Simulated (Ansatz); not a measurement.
The start is a relaxed GaN cell, doubled along one cell vector, shaken by Gaussian noise of σ = 0.08 Å a coordinate. The cell and all atomic positions are relaxed at zero pressure with PBEsol (plane waves to 420 eV, PAW, scalar-relativistic; Ansatz, a quantum-chemistry and plane-wave program). The first steps use a coarse 9×9×5 k-mesh.

Initial structure:
```
CELL_PARAMETERS angstrom
      0.00000     2.24913     2.24913
      2.24913     0.00000     2.24913
      4.49826     4.49826     0.00000
ATOMIC_POSITIONS crystal
  Ga 0.76643 0.79037 0.35118
  Ga 0.82745 0.78194 0.83439
  N  0.04821 0.96743 0.99857
  N  0.00515 0.96326 0.51085
```

```yaml
initial_pressure: "+6.9 GPa (positive: the cell is compressed)"
energy_released: 0.23 eV/atom
relative_to_the_parent: The parent structure is recovered, F-43m (No. 216)
band_gap_at_the_end: 1.70 eV, direct at Γ (no spin-orbit coupling)
optimiser_moves: 4
```

The end point of the relaxation:

Space group F-43m (No. 216); a = 4.498 Å, b = 4.498 Å, c = 4.498 Å, α = 90.00°, β = 90.00°, γ = 90.00°

| atom | site | symmetry | x | y | z |
|---|---|---|---|---|---|
| Ga | 4c | -43m | 0.2500 | 0.2500 | 0.2500 |
| N | 4b | -43m | 0.5000 | 0.5000 | 0.5000 |
(The calculation used a cell of 2 atoms; values per cell refer to that cell.)

Final values are on a 13×13×13 k-mesh of the relaxed cell. No spin polarisation in the result.
